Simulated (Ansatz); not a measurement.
NbN (rock salt): values from a third-order Birch-Murnaghan fit to a volume scan beside measured ones. Computed values: PBE (plane waves to 420 eV, PAW, scalar-relativistic; Ansatz, a quantum-chemistry and plane-wave program). NbN is run without spin polarisation. NbN was relaxed with its symmetry unable to fall. This is a high-temperature form of NbN.

| quantity | reference | kind | PBE | difference |
|---|---|---|---|---|
| Lattice constant a (Å) | 4.391 | measured, room temperature or unstated | 4.421 | +0.7 % |
| Bulk modulus B₀ (GPa) | 292 | measured, room temperature or unstated; from elastic constants | 306 | +4.9 % |

References as given in: John G. Wright, Huili Grace Xing, Debdeep Jena, Physical Review Materials (2023), doi:10.1103/physrevmaterials.7.074803; arXiv:1102.4063. Values not taken to low temperature hold thermal and zero-point shifts that a static calculation lacks, so small differences there are no errors of the method.

(Under strain, the slope of the energy per volume gives the stress and its curvature an elastic modulus.)
